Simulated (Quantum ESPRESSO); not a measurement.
## Si3N4 (input and log of a self-consistent run)

Simulated, not a measurement. The program is pw.x of Quantum ESPRESSO 7.5 (plane-wave density functional theory). The cell is made up: 7 atoms on a zincblende/diamond lattice with one site empty, with randomly drawn elements, strain and displacements, not relaxed. PseudoDojo standard norm-conserving files (v0.5 for PBE, v0.4.1 for LDA and PBEsol) set the functional; there is no spin polarisation, spin-orbit coupling or dispersion term, and the masses in the input are unused placeholders. A spin-polarised start on this cell or one of its family kept no moment.

Input:

```
&control calculation='scf', pseudo_dir='./dojo.nc.sr.pbe.v0_5.standard.upf', outdir='./o', disk_io='medium', tprnfor=.true., tstress=.true. /
&system ibrav=0, nat=7, ntyp=2, nbnd=22, ecutwfc=84.00895049, nosym=.true., tot_charge=0,
 occupations='smearing', smearing='fd', degauss=0.0018374661
/
&electrons conv_thr=7.350e-09, electron_maxstep=60, /
ATOMIC_SPECIES
N 1.0 N.upf
Si 1.0 Si.upf
CELL_PARAMETERS angstrom
4.1268 -0.0541 0.0182
-0.0547 4.1881 -0.0173
0.0184 -0.0175 4.2031
ATOMIC_POSITIONS angstrom
Si -0.0099 -0.0135 0.1063
Si 1.979 0.1688 2.2641
Si 2.0611 2.1107 0.099
N 1.1763 1.0613 1.1022
N 1.0046 3.1018 3.247
N 3.2016 1.0116 3.0737
N 3.1041 3.0038 1.0088
K_POINTS automatic
4 4 4 1 1 1
```

The log is shortened where brackets say so; the opening notice, blank lines, dates and the lines on written files are dropped, and the path of the files is cut. It prints rydbergs, bohrs and kilobars, and counts compression as positive stress.

```
     Program PWSCF v.7.5
     Parallel version (MPI & OpenMP), running on       1 processor cores
     Number of MPI processes:                 1
     Threads/MPI process:                     1
     [start-up lines left out]
     bravais-lattice index     =            0
     lattice parameter (alat)  =       7.7993  a.u.
     unit-cell volume          =     490.1249 (a.u.)^3
     number of atoms/cell      =            7
     number of atomic types    =            2
     number of electrons       =        32.00
     number of Kohn-Sham states=           22
     kinetic-energy cutoff     =      84.0090  Ry
     charge density cutoff     =     336.0358  Ry
     scf convergence threshold =      7.3E-09
     mixing beta               =       0.7000
     number of iterations used =            8  plain     mixing
     Exchange-correlation= PBE
                           (   1   4   3   4   0   0   0)
     [axes and pseudopotential details left out]
   Cartesian axes
     site n.     atom                  positions (alat units)
         1        Si     tau(   1) = (  -0.0023987  -0.0032710   0.0257560  )
         2        Si     tau(   2) = (   0.4795025   0.0408995   0.5485809  )
         3        Si     tau(   3) = (   0.4993949   0.5114127   0.0239872  )
         4        N      tau(   4) = (   0.2850120   0.2571480   0.2670579  )
         5        N      tau(   5) = (   0.2434099   0.7515516   0.7867329  )
         6        N      tau(   6) = (   0.7757327   0.2451060   0.7447432  )
         7        N      tau(   7) = (   0.7521089   0.7278067   0.2444275  )
     number of k points=    32  Fermi-Dirac smearing, width (Ry)=  0.0018
                       cart. coord. in units 2pi/alat
        k(    1) = (   0.1261139   0.1253362   0.1227123), wk =   0.0625000
        k(    2) = (   0.1250443   0.1263363   0.3682063), wk =   0.0625000
     [further k points left out]
     Dense  grid:    50975 G-vectors     FFT dimensions: (  45,  48,  48)
     Estimated max dynamical RAM per process >      51.99 MB
     Initial potential from superposition of free atoms
     starting charge      31.9981, renormalised to      32.0000
     Starting wfcs are   28 randomized atomic wfcs
     total cpu time spent up to now is        5.2 secs
     per-process dynamical memory:    42.3 Mb
     Self-consistent Calculation
     iteration #  1     ecut=    84.01 Ry     beta= 0.70
     Davidson diagonalization with overlap
     ethr =  1.00E-02,  avg # of iterations =  3.2
     total cpu time spent up to now is       18.6 secs
     total energy              =    -107.83884314 Ry
     estimated scf accuracy    <       1.94787649 Ry
     iteration #  2     ecut=    84.01 Ry     beta= 0.70
     Davidson diagonalization with overlap
     ethr =  6.09E-03,  avg # of iterations =  2.0
     total cpu time spent up to now is       30.0 secs
     total energy              =    -108.40476498 Ry
     estimated scf accuracy    <       1.47917042 Ry
     iteration #  3     ecut=    84.01 Ry     beta= 0.70
     Davidson diagonalization with overlap
     ethr =  4.62E-03,  avg # of iterations =  2.0
     total cpu time spent up to now is       38.9 secs
     total energy              =    -108.64786202 Ry
     estimated scf accuracy    <       0.02540652 Ry
     iteration #  4     ecut=    84.01 Ry     beta= 0.70
     Davidson diagonalization with overlap
     ethr =  7.94E-05,  avg # of iterations =  5.7
     total cpu time spent up to now is       52.8 secs
     total energy              =    -108.66096215 Ry
     estimated scf accuracy    <       0.00896260 Ry
     iteration #  5     ecut=    84.01 Ry     beta= 0.70
     Davidson diagonalization with overlap
     ethr =  2.80E-05,  avg # of iterations =  3.7
     total cpu time spent up to now is       64.7 secs
     total energy              =    -108.66231059 Ry
     estimated scf accuracy    <       0.00256788 Ry
     [iterations 6 to 8 left out]
     iteration #  9     ecut=    84.01 Ry     beta= 0.70
     Davidson diagonalization with overlap
     ethr =  1.22E-08,  avg # of iterations =  2.0
     total cpu time spent up to now is      107.9 secs
     total energy              =    -108.66258121 Ry
     estimated scf accuracy    <       0.00000114 Ry
     iteration # 10     ecut=    84.01 Ry     beta= 0.70
     Davidson diagonalization with overlap
     ethr =  3.57E-09,  avg # of iterations =  2.0
     total cpu time spent up to now is      117.0 secs
     total energy              =    -108.66258157 Ry
     estimated scf accuracy    <       0.00000007 Ry
     iteration # 11     ecut=    84.01 Ry     beta= 0.70
     Davidson diagonalization with overlap
     ethr =  2.18E-10,  avg # of iterations =  2.3
     total cpu time spent up to now is      126.7 secs
     total energy              =    -108.66258157 Ry
     estimated scf accuracy    <       0.00000003 Ry
     iteration # 12     ecut=    84.01 Ry     beta= 0.70
     Davidson diagonalization with overlap
     ethr =  9.09E-11,  avg # of iterations =  1.0
     total cpu time spent up to now is      136.5 secs
     total energy              =    -108.66258157 Ry
     estimated scf accuracy    <       0.00000001 Ry
     iteration # 13     ecut=    84.01 Ry     beta= 0.70
     Davidson diagonalization with overlap
     ethr =  3.23E-11,  avg # of iterations =  2.0
     total cpu time spent up to now is      145.5 secs
     End of self-consistent calculation
     [lines on levels left out]
!    total energy              =    -108.66258157 Ry
     estimated scf accuracy    <          2.0E-10 Ry
     smearing contrib. (-TS)   =       0.00000000 Ry
     internal energy E=F+TS    =    -108.66258157 Ry
     The total energy is F=E-TS. E is the sum of the following terms:
     one-electron contribution =      -0.66898785 Ry
     hartree contribution      =      20.76957919 Ry
     xc contribution           =     -34.25745678 Ry
     ewald contribution        =     -94.50571612 Ry
     convergence has been achieved in  13 iterations
     Forces acting on atoms (cartesian axes, Ry/au):
     atom    1 type  2   force =     0.01241834   -0.00469872   -0.05321896
     atom    2 type  2   force =     0.05552157   -0.16314389   -0.00210174
     atom    3 type  2   force =     0.01380459    0.00087585   -0.11270475
     atom    4 type  1   force =    -0.09351859   -0.05544067   -0.06153247
     atom    5 type  1   force =     0.03886287    0.08623156    0.01629801
     atom    6 type  1   force =    -0.02874934   -0.00204804    0.14841411
     atom    7 type  1   force =     0.00166055    0.13822392    0.06484579
     Total force =     0.341458     Total SCF correction =     0.000010
     Computing stress (Cartesian axis) and pressure
          total   stress  (Ry/bohr**3)                   (kbar)     P=      -42.87
  -0.00004169   0.00063716   0.00024793           -6.13       93.73       36.47
   0.00063716  -0.00054218   0.00017794           93.73      -79.76       26.18
   0.00024793   0.00017794  -0.00029036           36.47       26.18      -42.71
     init_run     :      4.99s CPU      5.12s WALL (       1 calls)
     electrons    :    130.66s CPU    140.31s WALL (       1 calls)
     forces       :      0.96s CPU      0.98s WALL (       1 calls)
     stress       :      3.93s CPU      3.97s WALL (       1 calls)
     [timing details left out]
     PWSCF        :   2m20.66s CPU   2m30.55s WALL
     JOB DONE.
```

In other units: free energy -1478.430 eV for the cell, pressure -4.29 GPa, largest force component 4.195 eV/Å. A rerun of the same cell at another strain at 1437 eV and a 6 x 6 x 6 mesh moved values by no more than 0.002 eV in energy, 0.02 GPa in stress and 0.002 eV/Å in force.